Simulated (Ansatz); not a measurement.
An Ansatz input:

```yaml
crystal:
  lattice:
    - [0.0, 2.0543691073, 2.0543691073]
    - [2.0543691073, 0.0, 2.0543691073]
    - [2.0543691073, 2.0543691073, 0.0]
  atoms:
    - { symbol: Ti, position: [0.0, 0.0, 0.0], spin: 1.0 }
hamiltonian:
  xc: r2scan
  pseudopotentials:
    kind: paw
    azcp:
      Ti: "pseudopotentials/Ti.paw.azcp"
basis:
  ecutwfc: 500
  fft_grid_basis: typed
kpoints:
  mp_grid: { grid: [22, 22, 22], shift: [0, 0, 0] }
magnetization:
  spin_polarized: true
scf:
  occupations: { method: fermi_dirac, width: 0.05 }
```

and its output:

```
Engine: ansatz 0.2.0, aarch64-unknown-linux-gnu
Pseudopotentials: kind: paw
Pseudopotential: Ti, paw, valence charge 12, recommended cutoff 500 eV (meta_gga) 
Functional definition: r2SCAN
  parameter k0 = 0.174
  parameter k1 = 0.065
  parameter a1 = 4.9479
  exchange = r2scan_x(k0 = k0, k1 = k1, a1 = a1)
  correlation = r2scan_c
Crystal: 1 atoms, lattice volume = 17.341 Å³
Basis set: ecut = 500 eV, 459 PW (Γ), exchange–correlation on 96×96×96 points (64 copies of the dense FFT grid, shifted against one another)
Bands: 11, of which v1, the nominal top of the filled ones, is band 6 counted from 1 (5 counted from 0)
Symmetry: 48 space group operations
Space group: Fm-3m (ITA 225), of the structure as read, at distance tolerance 2.6e-5 Å
Magnetic group: BNS 225.116 (UNI 1618), of the structure as read, at distance tolerance 2.6e-5 Å
k-points: 328 of 10648
Non-local potential: Ti, projectors of the file, l = 0: 3, l = 1: 2, l = 2: 3, l = 3: 1
PAW form: soft (Blöchl's): semilocal exchange-correlation on the pseudo side does not see the compensation charge
PAW frozen core: Ti, regenerated for the run's functional (the file was generated under x = pbe(κ = 0.804, μ = 0.2195149727645171), c = pbe(β = 0.06672455060314922))
PAW one-centre angular grid: Ti, 590 points (default); XC on 160 Gauss nodes
Initial density: superposition of atomic densities (chi_scale 0.1, normalization cell)
Starting moments: Σ|m| = 1 μB on 1 of 1 site
Initial wavefunctions: pseudopotential atomic-orbital guess
Functional: x = r2scan, c = r2scan; τ floored in thin density (d = 2e-4 eV/Å³)
SCF iter   1: F=—  HF=-2504.453289 eV  |F-HF|=—  |Δ(HF+E_count)|=         —  Δρ=5.67e-2 (↑5.67e-2 ↓1.35e-2)  dr2=7.69e-1  dr2_τ=7.46e-3  dr2_m=1.02e-1  M=0.706 μB ∫|m|=0.706 μB  β_m=1.00  ethr=3.10e-3  ⟨swp⟩=4.5  Hψ=35860  notcnv=0
Mixer restart at iter 1: flushing history
SCF iter   2: F=—  HF=-2504.182516 eV  |F-HF|=—  |Δ(HF+E_count)|=   2.71e-1  Δρ=1.42e-2 (↑1.42e-2 ↓1.13e-2)  dr2=1.14e-1  dr2_τ=1.27e-3  dr2_m=6.58e-4  M=0.704 μB ∫|m|=0.704 μB  β_m=1.00  ethr=3.10e-3  ⟨swp⟩=2.5  Hψ=17357  notcnv=0  defer=186  κ⁻¹=1.0e0(r=1)
SCF iter   3: F=—  HF=-2504.254667 eV  |F-HF|=—  |Δ(HF+E_count)|=         —  Δρ=1.37e-2 (↑1.27e-2 ↓1.37e-2)  dr2=7.48e-3  dr2_τ=1.48e-3  dr2_m=2.36e-2  M=0.460 μB ∫|m|=0.461 μB  β_m=0.87  ethr=9.52e-4  ⟨swp⟩=2.7  Hψ=13142  notcnv=0  defer=186
Mixer restart at iter 3: flushing history
...
SCF iter  15: F=—  HF=-2504.305095 eV  |F-HF|=—  |Δ(HF+E_count)|=   1.51e-8  Δρ=1.06e-6 (↑8.21e-7 ↓1.06e-6)  dr2=5.89e-11  dr2_τ=7.16e-12  dr2_m=1.26e-10  M=0.000 μB ∫|m|=0.000 μB  β_m=1.00  ethr=1.00e-12  ⟨swp⟩=2.6  Hψ=11970  notcnv=0  defer=176  κ⁻¹=4.8e-8(r=8)
SCF iter  16: F=—  HF=-2504.305095 eV  |F-HF|=—  |Δ(HF+E_count)|=   5.72e-9  Δρ=3.57e-7 (↑2.62e-7 ↓3.57e-7)  dr2=6.53e-12  dr2_τ=8.67e-13  dr2_m=1.35e-11  M=-0.000 μB ∫|m|=0.000 μB  β_m=1.00  ethr=1.00e-12  ⟨swp⟩=3.7  Hψ=15380  notcnv=0  defer=176  κ⁻¹=5.9e-8(r=8)
SCF iter  17: F=—  HF=-2504.305095 eV  |F-HF|=—  |Δ(HF+E_count)|=   3.28e-9  Δρ=5.47e-7 (↑5.47e-7 ↓3.86e-7)  dr2=8.51e-12  dr2_τ=1.88e-12  dr2_m=3.37e-11  M=-0.000 μB ∫|m|=0.000 μB  β_m=1.00  ethr=1.00e-12  ⟨swp⟩=1.0  Hψ=21225  notcnv=0  κ⁻¹=3.1e-6(r=8)
SCF iter  18: F=-2504.305095 eV  HF=-2504.305095 eV  |F-HF|=8.78e-11  |Δ(HF+E_count)|=  2.64e-10  Δρ=2.61e-7 (↑2.61e-7 ↓1.93e-7)  dr2=1.72e-12  dr2_τ=4.48e-13  dr2_m=7.91e-12  M=0.000 μB ∫|m|=0.000 μB  ethr=1.00e-12  ⟨swp⟩=2.0  Hψ=13741  notcnv=0
SCF 1 converged in 18 iterations: F = -2504.305095 eV  dr2 = 1.72e-12
WARN: the starting moments were not kept: the SCF closed with an absolute magnetisation of 1.8e-6 μB, where they sum to 1 μB in size (1 site). That is at most 0.1 of that sum. Measured as dr2_m measures the in/out step, that magnetisation stands 2.5e-12 eV from none, at or under the dr2_threshold of 1.0e-7 eV: it is no larger than a step whose dr2_m would equal this threshold. The system may hold no moment; this SCF shows only that its start led to no more than that. To try another start: raise the starting moments (crystal.atoms[].spin, magnetization.per_species, magnetization.initial_magnetization, or on a non-collinear deck that types none of these the spinor_matrix: blocks that start its atoms; where the total moment is fixed, keep their sum and leave initial_magnetization as it is; typed ones take the place of any that the run laid by itself, positive ones on a crystal's lanthanoids without a Hubbard term where scf.initial_density.shell_occupations: [] is typed) or, if the notice of its spin-set hold's release reads "site moments contracting" or "site moments show no strong build", lengthen the hold (scf.mixing.spin_hold: { on: { confirm: 4 } }; for m-r²SCAN on two components see the key's manual first). Each may lead to a state that holds a moment. A second SCF, from the converged charge density, with the starting moments and any scf.initial_density.shell_occupations laid on it anew, would have followed, and was not run: the deck does not ask for one (magnetization.retry_lost_moments is false, the default). To let it run, set magnetization.retry_lost_moments: true and run the deck again, where that key's refused combinations let it; where memory then withholds it, that run's warning says so.
this state was not tested for a lower state beside it, because the mixer in use, unlike msr1, does not test its closes by its own steps (another_mixer; see scf.mixing.algorithm and scf.lower_state_search)
SCF converged after 18 iterations
Magnetization: 0.0000 μB (6.0000 up, 6.0000 down)
Absolute magnetization: 0.0000 μB (∫|ρ↑−ρ↓|, with the PAW one-centre terms)
Spin contamination: 0.0000 ħ² per cell (⟨S²⟩ above its minimum at these occupations)
Per-site moments (μB) at R_I (Å): [(1.478331249028943e-6, 1.1984431196363867)]
Free energy (F): -2504.305095 eV
Harris-Foulkes:  -2504.305095 eV  (|F-HF|=8.78e-11)
Internal energy: -2504.292248 eV  (E = F + TS)
E sigma→0 (E₀):  -2504.298671 eV
Entropy (-TS):   -0.012846 eV (-12.846 meV/atom)
Fermi energy:    13.271464 eV
--- Per-component energies (eV) ---
  E_band       = -170.205638
  E_kinetic    = 272.487166
  E_local      = -808.433243  (includes V_loc(G=0)·N_el)
  E_nonlocal   = 7.315079
  E_hartree    = 331.024192
  E_xc         = -92.798362
  E_vxc        = -132.684382  (∫ρ·V_xc dr)
  E_paw        = -1056.716985  (= ΣΔE_a)
  E_vpaw       = -180.090669  (= ΣTr[D̂ρ^β])
  E_aug_tail   = 0.000088  (compensation charges beyond the density's cutoff)
  E_vtau       = 9.151984  (kinetic-family band-sum trace: ∫τ·v_τ [+ j·A + Jᵃ·Aᵃ] dr)
  E_ewald      = -1156.916727
  E_core_change = -0.253457  (= ΣΔE_core)
  E_smearing   = -0.012846  (= −TS)
  E_closure    = 0.000000  (closes the sum)
  Σ components = -2504.305095   (vs F -2504.305095, Δ=0.00e0)
```
